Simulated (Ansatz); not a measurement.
Ni3Sn4:
Space group C2/m (No. 12); a = 12.112 Å, b = 4.033 Å, c = 5.188 Å, α = 90.00°, β = 105.31°, γ = 90.00°

```csv
atom,site,symmetry,x,y,z
Ni,2a,2/m,0.0000,0.0000,0.0000
Ni,4i,m,0.2160,0.0000,0.3359
Sn,4i,m,0.0725,0.5000,0.3129
Sn,4i,m,0.1712,0.0000,0.8111
```
(The calculation used a cell of 7 atoms; values per cell refer to that cell.)

Relaxed at zero pressure with the program Ansatz at the PBEsol level (PAW).

The volume is raised by 6 % and shape and atoms relax at that volume. What pressure results, and how do the axes share the change?

-5.7 GPa; a 2.1 %, b 1.9 %, c 1.7 %; the energy rises by 20 meV/atom.

Give the new structure.


Space group C2/m (No. 12); a = 12.362 Å, b = 4.110 Å, c = 5.274 Å, α = γ = 90.00°, β = 104.81°

| atom | site | symmetry | x | y | z |
|---|---|---|---|---|---|
| Ni | 2a | 2/m | 0.0000 | 0.0000 | 0.0000 |
| Ni | 4i | m | 0.2163 | 0.0000 | 0.3373 |
| Sn | 4i | m | 0.0737 | 0.5000 | 0.3121 |
| Sn | 4i | m | 0.1719 | 0.0000 | 0.8132 |

The phase is kept; no other phase was compared at this pressure.

The workflow started from a Materials Project entry (that database holds measured and hypothetical structures alike); the Crystallography Open Database files this formula in space group No. 12, but the cells were not matched. Whether it is the stable phase at ambient conditions was not checked. The cell was relaxed with PBEsol under the symmetry of its start; whether a distortion lowers the energy is not shown. No spin polarisation was allowed. The program gave a warning on the electronic state, which may not be the lowest. Axis ratios of metals converge slowly with the k-mesh, so a and c are less sure than the volume. Spin–orbit coupling is left out wherever it is not named.

Potentials: the earlier of the program's two PAW sets. The files were generated under PBE; for other functionals the program regenerates the frozen cores, and for LDA and PBEsol the local potential too.
